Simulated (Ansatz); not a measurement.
## Kick test of a cell of Cd₃TeSe₂

The cell was found from a structure generator's guess, not taken from experiment.

Theory: DFT PBE, scalar-relativistic, plane waves, PAW in Ansatz. Cutoff 420 eV; k points 12×12×2 on the computed 12-atom cell (Γ-centred); Gaussian smearing, width 0.01 eV; no spin polarisation.

The cell below (12 atoms, space group P6_3mc (No. 186)) is relaxed within its symmetry.

```xyz
12
Lattice="4.4815 0.0000 0.0000 -2.2408 3.8811 0.0000 0.0000 0.0000 21.9786" Properties=species:S:1:pos:R:3 pbc="T T T"
Cd    0.0000    2.5874    0.1543
Cd    0.0000    2.5874    7.1774
Cd    0.0000    2.5874   14.6487
Cd    2.2408    1.2937    3.6594
Cd    2.2408    1.2937   11.1436
Cd    2.2408    1.2937   18.1667
Te    0.0000    2.5874   10.0439
Te    2.2408    1.2937   21.0332
Se    0.0000    2.5874    2.8352
Se    0.0000    2.5874   17.3397
Se    2.2408    1.2937    6.3504
Se    2.2408    1.2937   13.8245
```

For the test it was strained at random (σ = 1.5 % a component), the atoms were moved at random (σ = 0.05 Å), and all was relaxed again on a coarse 6×6×1 mesh (in the run’s order of axes) with 0.20 eV smearing, with no symmetry imposed.

These runs have no spin–orbit coupling, which can matter for Te.

Question: Does it come back?

Answer: It returns, within 1 meV/atom of the unmoved cell on that mesh and with the same symmetry when read at 0.1 Å (P2_1 at 0.01 Å, so small strains and shifts remain). No instability shows in this cell; modes of other wave vectors, which need another repeat, aren't tested.
